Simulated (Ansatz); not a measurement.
Cu Kα1 powder pattern (kinematic, no thermal factors).
2θ (°) (relative intensity): 24.85 (42), 33.73 (39), 42.34 (100), 48.44 (33), 50.97 (14), 55.19 (19), 62.52 (13), 70.92 (10), 72.95 (19), 76.45 (7), 80.39 (1), 80.88 (6), 86.22 (25)

The pattern is computed from a structure relaxed with DFT PBE, scalar-relativistic, plane waves, PAW in Ansatz 0.2.0. No spin polarisation. Its elements are Al, Be.

Task: Give the structure.

Result: BeAl.
Space group P4/mmm (No. 123). a = 2.655 Å, b = 2.655 Å, c = 3.581 Å, α = 90.00°, β = 90.00°, γ = 90.00°
| atom | site | symmetry | x | y | z |
| --- | --- | --- | --- | --- | --- |
| Be | 1c | 4/mmm | 0.5000 | 0.5000 | 0.0000 |
| Al | 1b | 4/mmm | 0.0000 | 0.0000 | 0.5000 |

A pattern alone doesn't exclude other cells with like lines; this is the one computed.

Another cell of BeAl relaxed alike, in P6_3/mmc, lies 96 meV/atom lower, so this cell isn't the stable form at this level.

The structure comes from a generated guess; another structure or a mixture of phases may lie lower.
